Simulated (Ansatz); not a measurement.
Starting cell, ZrC (rock salt):

```xyz
4
Lattice="0.0000 4.7114 4.7114 2.3557 2.3557 4.7114 2.3557 2.3557 0.0000" Properties=species:S:1:pos:R:3 pbc="T T T"
C      0.0000     0.0000     0.0000
C      2.3557     4.7114     2.3557
Zr     2.3557     2.3557     2.3557
Zr     2.3557     4.7114     4.7114
```

A phonon eigenvector at X = (0.5, 0.5, 0.0) is frozen into this cell: atom i moves by Q times the vector below, so Q is the largest atomic displacement, in Å. The cell is held. It is one choice among 2 degenerate patterns. (q is in reciprocal vectors of the primitive cell; the cell shown is doubled to hold the pattern.)

| atom | x | y | z |
|---|---|---|---|
| C1 | 0.000 | 0.033 | 0.000 |
| C2 | 0.000 | -0.033 | 0.000 |
| Zr3 | 0.000 | 1.000 | 0.000 |
| Zr4 | 0.000 | -1.000 | 0.000 |

Method: r2SCAN (plane waves to 500 eV, PAW, scalar-relativistic; Ansatz, a program for electronic structure). k mesh 17×17×17 (Γ-centred), Fermi-Dirac smearing 0.05 eV. E stands for the smeared free energy. With partly filled bands, energies and forces of such displacements shift with the k mesh and the smearing. ZrC is run without spin polarisation. ZrC was relaxed with its symmetry unable to fall. The zero of ΔE is the undisplaced structure. The last digit holds for this mesh only.

| Q (Å) | ΔE (meV/cell) |
|---|---|
| -0.1000 | 145.1 |
| -0.0833 | 99.9 |
| -0.0667 | 63.6 |
| -0.0500 | 35.7 |
| -0.0333 | withheld |
| -0.0167 | 4.0 |
| 0.0000 | 0.0 |
| 0.0167 | 4.0 |
| 0.0333 | withheld |
| 0.0500 | 35.7 |
| 0.0667 | 63.6 |
| 0.0833 | 99.9 |
| 0.1000 | 145.1 |

Fit an even polynomial form (powers 2, 4) to the given rows and predict ΔE at Q = 0.0333.

Least squares on the 11 given rows: ΔE = (14150)·Q² + (35670)·Q⁴, in meV/cell with Q in Å; root-mean-square residual 0.06 meV/cell. At 0.0333 the fit gives 15.7 meV/cell; the calculation gives 15.8 meV/cell, so the interpolation is off by -0.1 (-0.6 %). The quadratic term alone would give 15.7 meV/cell.

(A displaced cell: forces are minus the slopes of the energy, force constants its curvatures, and phonons follow from these.)
